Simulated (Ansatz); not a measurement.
YN:
```cif
data_NY
_chemical_formula_sum 'Y1 N1'
_space_group_name_H-M_alt 'P 1'
_space_group_IT_number 1
_cell_length_a 3.46182
_cell_length_b 3.46182
_cell_length_c 3.46182
_cell_angle_alpha 60.000
_cell_angle_beta 60.000
_cell_angle_gamma 60.000
loop_
_space_group_symop_operation_xyz
  'x, y, z'
loop_
_atom_site_label
_atom_site_type_symbol
_atom_site_fract_x
_atom_site_fract_y
_atom_site_fract_z
_atom_site_occupancy
Y1 Y 0.00000 0.00000 0.00000 1
N1 N 0.50000 0.50000 0.50000 1
```

Relaxed with r²SCAN.

Q: Tabulate the valence density and the electron localisation function along the shortest Y–N contact (2.45 Å), DFT-r²SCAN in the program Ansatz with PAW potentials.

A: 

| distance from Y (Å) | density (e/Å³) | ELF |
|---|---|---|
| 0.24 | 3.20 | 0.58 |
| 0.37 | 3.52 | 0.76 |
| 0.49 | 3.32 | 0.84 |
| 0.61 | 2.65 | 0.87 |
| 0.73 | 1.83 | 0.84 |
| 0.86 | 1.11 | 0.73 |
| 0.98 | 0.65 | 0.43 |
| 1.10 | 0.41 | 0.18 |
| 1.22 | 0.34 | 0.14 |
| 1.35 | 0.36 | 0.28 |
| 1.47 | 0.47 | 0.55 |
| 1.59 | 0.67 | 0.74 |
| 1.71 | 1.00 | 0.81 |
| 1.84 | 1.54 | 0.81 |
| 1.96 | 2.34 | 0.75 |
| 2.08 | 3.08 | 0.56 |
| 2.20 | 3.38 | 0.27 |

The density is the valence pseudo-density with augmentation charge, so density and ELF within about 1 Å of a nucleus are not all-electron values.

Space group Fm-3m (rock salt). The r²SCAN relaxation kept the symmetry of its start. The run is not spin-polarised.

Potentials: the earlier of the program's two PAW sets.
